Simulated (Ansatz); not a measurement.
**GaSb: pressure against volume**

GaSb, F-43m, a = 6.132 Å. Ansatz: r2SCAN, PAW, 500 eV, Γ-centred 10×10×10 mesh on 2 atoms, Gaussian smearing 0.02 eV; no spin polarisation. Symmetry fixes shape and atoms, so the cell is only scaled; pressure is positive in compression.

| V (Å³/atom) | P (GPa) |
| --- | --- |
| 25.367 | 9.20 |
| 26.231 | 6.28 |
| 27.096 | 3.82 |
| 27.961 | 1.75 |
| 28.826 | 0.00 |
| 29.690 | ? |
| 30.555 | -2.68 |
| 31.708 | -4.03 |

Problem. Take V0 = 28.826 Å³/atom, fit the third-order Birch–Murnaghan form to the other rows, and predict the missing pressure.

Solution. With the Eulerian strain f = ½[(V0/V)^(2/3) − 1] and y = P/[3f(1 + 2f)^(5/2)], the form is the line y = B0 + 1.5 B0 (B0′ − 4) f. Rows (f, y): 0.04448, 55.7; 0.03246, 55.1; 0.02106, 54.5; 0.01026, 54.0; -0.01904, 51.7; -0.03078, 51.2. Means f = 0.009740, y = 53.700; Σ(Δf)² = 0.004322, ΣΔfΔy = 0.2694; the slope is their ratio. y = 53.09 + 62.33 f GPa, so B0 = 53.1 GPa and B0′ = 4 + 2 × (62.33)/(3 × 53.09) = 4.78. At V = 29.690, f = -0.00975, y = 52.48 and P = -1.46 GPa. The run gave -1.47 GPa, so the fit is 0.01 GPa too high, within the rms miss on the fitted rows (0.01 GPa). Note that the gap is open there and closed in the run one row down.